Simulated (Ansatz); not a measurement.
Starting cell, AlN (zinc blende):

```
AlN
1.0
    0.00000     4.40321     4.40321
    2.20161     2.20161     4.40321
    2.20161     2.20161     0.00000
N Al
2 2
Direct
  0.00000   0.75000   0.75000
  0.50000   0.75000   0.75000
  0.00000   0.00000   0.00000
  0.50000   0.00000   0.00000
```

A phonon eigenvector at X = (0.5, 0.5, 0.0) is frozen into this cell: atom i moves by Q times the vector below, so Q is the largest atomic displacement, in Å. The cell is held. (q is in reciprocal vectors of the primitive cell; the cell shown is doubled to hold the pattern.)

```json
[
 {"atom": "N1", "x": "0.000", "y": "0.000", "z": "1.000"},
 {"atom": "N2", "x": "0.000", "y": "0.000", "z": "-1.000"}
]
```

Atoms not listed stay in place.

Method: PBE (plane waves to 420 eV, PAW, scalar-relativistic; Ansatz, a first-principles code). k mesh 13×13×13 (Γ-centred), Fermi-Dirac smearing 0.05 eV. AlN was relaxed with its symmetry unable to fall. 

| Q (Å) | −dE/dQ from forces (eV/Å) |
|---|---|
| -0.180 | 8.765 |
| -0.150 | 7.351 |
| -0.120 | 5.911 |
| -0.090 | 4.451 |
| -0.060 | 2.975 |
| -0.030 | 1.490 |
| 0.000 | 0.000 |
| 0.030 | -1.490 |
| 0.060 | -2.975 |
| 0.090 | -4.451 |
| 0.120 | -5.911 |
| 0.150 | -7.351 |
| 0.180 | -8.765 |

### Question
What harmonic wavenumber does the curvature at Q = 0 give?

### Answer
695 cm⁻¹. E″ = 49.69 eV/Å², M = Σ mᵢ|uᵢ|² = 28.0 u, ν̃ = 521.5·√(|E″|/M).

(A displaced cell: forces are minus the slopes of the energy, force constants its curvatures, and phonons follow from these.)
